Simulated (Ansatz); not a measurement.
Consider the following.

Mo₂N:
```cif
data_Mo2N
_chemical_formula_sum 'N1 Mo2'
_space_group_name_H-M_alt 'P 1'
_space_group_IT_number 1
_cell_length_a 2.86453
_cell_length_b 2.86453
_cell_length_c 5.16124
_cell_angle_alpha 90.000
_cell_angle_beta 90.000
_cell_angle_gamma 120.000
loop_
_space_group_symop_operation_xyz
  'x, y, z'
loop_
_atom_site_label
_atom_site_type_symbol
_atom_site_fract_x
_atom_site_fract_y
_atom_site_fract_z
_atom_site_occupancy
N1 N 0.00000 0.00000 0.00000 1
Mo1 Mo 0.33333 0.66667 0.26523 1
Mo2 Mo 0.66667 0.33333 0.73477 1
```

This is the PBE-relaxed structure.

Problem. All from the program Ansatz at the PBE level (PAW), unless another level is named. Estimate the electronic character.

Solution. metallic (no gap).

Problem. What about the density of states at the Fermi level?

Solution. 0.78 states/eV per atom (mean over ±0.08 eV).

Problem. Predict the formation energy from the elements (no fitted shifts).

Solution. -80 meV/atom.

Space group P-3m1 (anti-CdI2 type). A made-up cell: these elements were put on the sites of a structure type; neither database checked (COD, Materials Project) lists it. COD files the formula under space group No. 141, so this cell is another polymorph or a model. Whether it is the stable phase at ambient conditions was not checked. The PBE relaxation kept the symmetry of its start; its stability against distortions is not shown here. The run is not spin-polarised. With an odd number of electrons in the cell and no spin polarisation, the count alone makes it a metal. The references are the lowest solids computed at this level, not always the standard phases (solids in place of the gases). Scalar-relativistic: spin–orbit coupling is off unless named, which matters more the heavier the elements.

Potentials: the later of the program's two PAW sets.
